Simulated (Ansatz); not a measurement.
BaHfO3:
```
CELL_PARAMETERS angstrom
      4.20629     0.00000     0.00000
      0.00000     4.20629     0.00000
      0.00000     0.00000     4.20629
ATOMIC_POSITIONS crystal
  Ba 0.00000 0.00000 0.00000
  Hf 0.50000 0.50000 0.50000
  O  0.00000 0.50000 0.50000
  O  0.50000 0.50000 0.00000
  O  0.50000 0.00000 0.50000
```

Relaxed with PBE.

**Question.** Give the Bader charges and basin volumes of the independent atoms, DFT-PBE in the program Ansatz with PAW potentials.

**Answer.** 

```tsv
atom	Bader charge (e)	Bader volume (Å³)
Ba1	+1.54	22.7
Hf2	+2.59	10.2
O3	-1.37	13.9
```

Space group Pm-3m (cubic perovskite). The PBE relaxation kept the symmetry of its start. The run is not spin-polarised. Spin–orbit coupling is left out wherever it is not named.

Potentials: the later of the program's two PAW sets.
